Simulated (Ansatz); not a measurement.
Zr3Ag (Cu3Au type, Pm-3m) at seven volumes, LDA (plane waves, PAW; program Ansatz), scaled uniformly. One row is withheld.

```json
[
 {"V (Å³/atom)": "18.078", "P (GPa)": "13.28"},
 {"V (Å³/atom)": "18.674", "P (GPa)": "8.18"},
 {"V (Å³/atom)": "19.270", "P (GPa)": "?"},
 {"V (Å³/atom)": "19.866", "P (GPa)": "0.00"},
 {"V (Å³/atom)": "20.462", "P (GPa)": "-3.26"},
 {"V (Å³/atom)": "21.058", "P (GPa)": "-6.06"},
 {"V (Å³/atom)": "21.654", "P (GPa)": "-8.47"}
]
```

Task: Fit the shown pressures and predict the withheld one.

Result: P = (3/2)B₀(x^(7/2) − x^(5/2))[1 + (3/4)(B′ − 4)(x − 1)] with x = (V₀/V)^(2/3). Least squares on the six rows gives V₀ = 19.866 Å³/atom, B₀ = 117 GPa, B′ = 3.98. At V = 19.270, x = 1.0205 and P = 3.79 GPa. The run itself gave 3.79 GPa.

The workflow started from an entry of the Crystallography Open Database (COD); the relaxed space group is not among those it files for this formula. COD files the formula under space group No. 123, so this cell is another polymorph or a model. Whether it is the stable phase at ambient conditions was not checked. The cell was relaxed with LDA under the symmetry of its start; of distortions, only those at the zone centre were tested. The run is not spin-polarised.

Potentials: the later of the program's two PAW sets.
